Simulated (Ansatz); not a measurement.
The start is a generated cell, AlNi built in the CsCl structure type. The cell and all atomic positions are relaxed at zero pressure with PBE (plane waves to 420 eV, PAW, scalar-relativistic; Ansatz, a quantum-chemistry and plane-wave program). The first steps use a coarse 11×11×11 k-mesh.

Starting cell:
```yaml
crystal:
  lattice:
    - [2.95500, 0.00000, 0.00000]
    - [0.00000, 2.95500, 0.00000]
    - [0.00000, 0.00000, 2.95500]
  atoms:
    - { symbol: Al, position: [0.00000, 0.00000, 0.00000] }
    - { symbol: Ni, position: [0.50000, 0.50000, 0.50000] }
```
Spin-polarised start, with parallel moments on Ni.

What pressure does the first self-consistent step give?

-8.7 GPa (negative: the cell is under tension).

How does the volume change?

-6.2 %, from 12.90 to 12.10 Å³/atom.

How do the shortest distances between atoms change?

The closest pairs of elements (up to four, under 3.6 Å), start → end: Al–Ni 2.56 → 2.51 Å; Al–Al 2.96 → 2.89 Å; Ni–Ni 2.96 → 2.89 Å.

What band gap does the relaxed structure have at this level?

Zero (metallic).

What magnetic moments remain?

Zero (the starting moments vanished).

Give the final cell and atomic positions.


Space group Pm-3m (No. 221); a = b = c = 2.8927 Å, α = β = γ = 90.00°

| atom | site | symmetry | x | y | z |
|---|---|---|---|---|---|
| Al | 1a | m-3m | 0.0000 | 0.0000 | 0.0000 |
| Ni | 1b | m-3m | 0.5000 | 0.5000 | 0.5000 |

The space group stays Pm-3m (No. 221) (the run could not lower it); the end is CsCl type, with 2 atoms in the primitive cell. Final values are on a 16×16×16 k-mesh of the relaxed cell. No spin polarisation in the result: the starting moments vanished. A magnetic state may lie lower.

The run could not lose the symmetry of its start; a randomly shaken copy of 2 atoms returns to this structure.

All atoms sit on sites fixed by symmetry, so only the cell could relax.
